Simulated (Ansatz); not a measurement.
Sn (diamond), relaxed and computed with several functionals in Ansatz (plane waves, PAW). Much of their spread follows the volume that each gives.

```json
[
 {"functional": "LDA", "V (Å³/atom)": "33.91", "B₀ by P(V) fit (GPa)": "?"},
 {"functional": "PBEsol", "V (Å³/atom)": "34.99", "B₀ by P(V) fit (GPa)": "41.3"},
 {"functional": "r²SCAN", "V (Å³/atom)": "35.42", "B₀ by P(V) fit (GPa)": "42.7"},
 {"functional": "PBE", "V (Å³/atom)": "36.87", "B₀ by P(V) fit (GPa)": "35.5"}
]
```

Problem. Fit a straight line to ln B₀ against ln V and predict the withheld value.

Solution. Least squares on the 3 shown rows: ln B₀ = -3.32 × ln V + (15.556), with a scatter of 3.1 %. For LDA this gives 47.3. The run itself gave 44.6, a miss of 6.1 % of that.

Not the usual ambient phase: Sn, diamond. All cells were relaxed under the symmetry of their starts (and spin orders); stability against distortions was not tested throughout. Spin–orbit coupling is left out wherever it is not named.

Potentials: the earlier of the program's two PAW sets. The files were generated under PBE; for other functionals the program regenerates the frozen cores, and for LDA and PBEsol the local potential too.

Ansatz (a program for electronic structure) is a plane-wave DFT program.
